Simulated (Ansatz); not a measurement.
This run works on a proposed trial structure, not on a known crystal.

Input and command of a plane-wave DFT calculation in Ansatz:

```yaml
crystal:
  lattice:
    - [1.9003287536, -14.3131333872, 0.0]
    - [1.9003287536, 14.3131333872, 0.0]
    - [0.0, 0.0, 3.7691059553]
  atoms:
    - { symbol: Ta, position: [0.2045926241, 0.7954073759, 0.0] }
    - { symbol: Ta, position: [0.9250871486, 0.0749128514, 0.0] }
    - { symbol: Ta, position: [0.0749128514, 0.9250871486, 0.0] }
    - { symbol: Ta, position: [0.7954073759, 0.2045926241, 0.0] }
    - { symbol: Ni, position: [0.5, 0.5, 0.0], spin: 0.66 }
    - { symbol: O, position: [0.1397345507, 0.8602654493, 0.0] }
    - { symbol: O, position: [0.7203703344, 0.2796296656, 0.0] }
    - { symbol: O, position: [0.4356662535, 0.5643337465, 0.0] }
    - { symbol: O, position: [0.5643337465, 0.4356662535, 0.0] }
    - { symbol: O, position: [0.0, 0.0, 0.0] }
    - { symbol: O, position: [0.8602654493, 0.1397345507, 0.0] }
    - { symbol: O, position: [0.2796296656, 0.7203703344, 0.0] }
    - { symbol: O, position: [0.930596556, 0.069403444, 0.5] }
    - { symbol: O, position: [0.069403444, 0.930596556, 0.5] }
    - { symbol: O, position: [0.79300637, 0.20699363, 0.5] }
    - { symbol: O, position: [0.20699363, 0.79300637, 0.5] }
basis:
  ecutwfc: 420
kpoints:
  mp_grid: { grid: [8, 8, 8] }
hamiltonian:
  xc: pbe
scf:
  occupations: { method: gaussian, width: 0.1 }
output:
  forces: true
  stress: true
  eigenvalues: true
  populations: true
magnetization:
  spin_polarized: true
relax:
  adjacent_minimum: "off"
  f_tol: 0.01
  max_steps: 30
  cell: { stress_tol: 0.1, fix: [volume] }
```

```bash
ansatz run input.yaml --threads 5 --pin off --max-ram 14080MiB --backend cpu --events-out ev --progress --plain --runs-dir out
```

Processor: Intel(R) Xeon(R) Platinum 8375C CPU @ 2.90GHz (Ice Lake), 5 threads, on a host shared with other jobs.

Problem. How long does it run, and how much memory does it take?

Solution. About 8.8 min, peak memory 2.6 GiB. It solves 85 bands at 105 k points (after reduction by symmetry) with about 3997 plane waves, in 66 SCF iterations over 7 ionic steps.
